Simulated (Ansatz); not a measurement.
RbAu (CsCl type, space group No. 221), a = b = c = 4.096 Å, α = β = γ = 90.00°.

Relaxed with r²SCAN.

Tabulate the valence density and the electron localisation function along the shortest Rb–Au contact (3.55 Å), DFT-r²SCAN in the program Ansatz with PAW potentials.



| distance from Rb (Å) | density (e/Å³) | ELF |
|---|---|---|
| 0.35 | 1.93 | 0.42 |
| 0.53 | 2.11 | 0.77 |
| 0.71 | 1.62 | 0.87 |
| 0.89 | 0.94 | 0.87 |
| 1.06 | 0.46 | 0.79 |
| 1.24 | 0.21 | 0.48 |
| 1.42 | 0.10 | 0.12 |
| 1.60 | 0.07 | 0.04 |
| 1.77 | 0.07 | 0.07 |
| 1.95 | 0.10 | 0.21 |
| 2.13 | 0.17 | 0.33 |
| 2.31 | 0.30 | 0.35 |
| 2.48 | 0.62 | 0.38 |
| 2.66 | 1.47 | 0.45 |
| 2.84 | 3.72 | 0.52 |
| 3.02 | 6.80 | 0.57 |
| 3.19 | 10.38 | 0.64 |

The density is the valence pseudo-density with augmentation charge, so density and ELF within about 1 Å of a nucleus are not all-electron values.

Space group Pm-3m (CsCl type). The first step of the workflow began from a Materials Project structure, measured or hypothetical; the Crystallography Open Database files this formula in space group No. 221, but the cells were not matched. Whether it is the stable phase at ambient conditions was not checked. The cell was relaxed with r²SCAN under the symmetry of its start; its stability against distortions is not shown here. Spin–orbit coupling is left out wherever it is not named.

Potentials: the later of the program's two PAW sets.
